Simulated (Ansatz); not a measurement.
## SrCuSi: course of a relaxation

Computed with Ansatz, DFT PBEsol, scalar-relativistic, plane waves, PAW. Run with 420 eV cutoff, 12×12×10 k-mesh, Gaussian smearing of 0.10 eV, no spin polarisation.

What was changed: relaxed at 25 GPa.

Other phases may be more stable at this pressure.

Input:

```yaml
crystal:
  lattice:
    - [3.8183571098, 0.0, 0.0]
    - [-1.9091785549, 3.3067942578, 0.0]
    - [0.0, 0.0, 4.1624814125]
  atoms:
    - { symbol: Sr, position: [0.0, 0.0, 0.0] }
    - { symbol: Si, position: [0.6666666667, 0.3333333333, 0.5] }
    - { symbol: Cu, position: [0.3333333333, 0.6666666667, 0.5] }
basis:
  ecutwfc: 420
kpoints:
  mp_grid: { grid: [12, 12, 10] }
hamiltonian:
  xc: pbesol
scf:
  occupations: { method: gaussian, width: 0.1 }
output:
  forces: true
  stress: true
  eigenvalues: true
relax:
  adjacent_minimum: "off"
  f_tol: 0.008
  max_steps: 50
  cell: { stress_tol: 0.08, p_target: 25.0 }
```

F is the free energy. Steps run on the plane waves of an earlier cell, but the last one, and at times one on the way, on a freshly chosen basis, so a repeated geometry can differ a little in energy. The relaxation lowers the enthalpy F + PV at the target pressure, so F itself can rise.

Steps:

| step | F − F(1) (eV) | largest force component (eV/Å) | V (Å³/atom) | P (GPa) |
| --- | --- | --- | --- | --- |
| 1 | 0.0000 | 0.000 | 17.519 | 22.43 |
| 2 | 0.3657 | 0.000 | 16.711 | 29.08 |
| 3 | 0.2284 | 0.000 | 16.983 | 26.53 |
| 4 | 0.1958 | 0.000 | 17.037 | 25.76 |
| 5 | 0.1660 | 0.000 | 16.999 | 24.01 |
| 6 | 0.2274 | 0.000 | 16.717 | 24.22 |
| 7 | 0.3525 | 0.000 | 16.319 | 25.22 |
| 8 | 0.3547 | 0.000 | 16.291 | 24.85 |
| 9 | 0.5021 | 0.000 | 15.901 | 25.22 |
| 10 | 0.6947 | 0.000 | 15.500 | 25.29 |
| 11 | 0.5710 | 0.000 | 15.735 | 24.98 |
| 12 | 0.5770 | 0.000 | 15.722 | 25.00 |
| 13 | 0.5701 | 0.000 | 15.722 | 25.29 |
| 14 | 0.5684 | 0.000 | 15.725 | 25.06 |
| 15 | 0.5684 | 0.000 | 15.725 | 25.06 |

Relaxed structure:

```cif
data_structure
_symmetry_space_group_name_H-M 'P 1'
_symmetry_Int_Tables_number 1
_cell_length_a 4.2353
_cell_length_b 4.2353
_cell_length_c 3.0368
_cell_angle_alpha 90.000
_cell_angle_beta 90.000
_cell_angle_gamma 120.000
_cell_volume 47.17
loop_
_atom_site_label
_atom_site_type_symbol
_atom_site_fract_x
_atom_site_fract_y
_atom_site_fract_z
_atom_site_occupancy
Sr1 Sr 0.00000 0.00000 0.00000 1
Si1 Si 0.66667 0.33333 0.50000 1
Cu1 Cu 0.33333 0.66667 0.50000 1
```

Symmetry: P-6m2, No. 187, hexagonal system. The conventional cell has a = 4.235 Å, b = 4.235 Å, c = 3.037 Å, α = 90.00°, β = 90.00°, γ = 120.00°. Sr (site symmetry -6m2) is surrounded by 6 Si at 2.88 Å and 6 Cu at 2.88 Å and 2 Sr at 3.04 Å. Si (site symmetry -6m2) is surrounded by 3 Cu at 2.45 Å. Cu (site symmetry -6m2) is surrounded by 3 Si at 2.45 Å.

The run converged. The run took about 7 core-minutes.